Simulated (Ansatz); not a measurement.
Problem. Each is relaxed and computed with plane-wave PAW r²SCAN (Ansatz code). Which is the only one with a gap?
A) NiI2, R-3m (Ni on 3a, I on 6c)
B) Ni2Ge, Pnma (Ni on 4c, Ni on 4c, Ge on 4c)
C) Ti2C, R-3m (Ti on 6c, C on 3b)
D) Ni3Ge, Cu3Au type

Solution. A, NiI2, R-3m (Ni on 3a, I on 6c). NiI2: gap 1.06 eV (indirect); Ni3Ge: metal; Ni2Ge: metal; Ti2C: metal. Spin orders computed, not proven ground states: NiI2, R-3m (Ni on 3a, I on 6c) ferromagnetic. Standing as an ambient phase not checked: NiI2, R-3m (Ni on 3a, I on 6c); Ni3Ge, Cu3Au type; Ni2Ge, Pnma (Ni on 4c, Ni on 4c, Ge on 4c); Ti2C, R-3m (Ti on 6c, C on 3b). Weakly bound layers, chains or molecules computed without a dispersion correction, so cells and soft constants are ill determined: NiI2, R-3m (Ni on 3a, I on 6c). All cells were relaxed under the symmetry of their starts (and spin orders); stability against distortions was not tested throughout. Rows with no word on spin ran without spin polarisation. Scalar-relativistic: spin–orbit coupling is off unless named, which matters more the heavier the elements.

Potentials: the later of the program's two PAW sets.
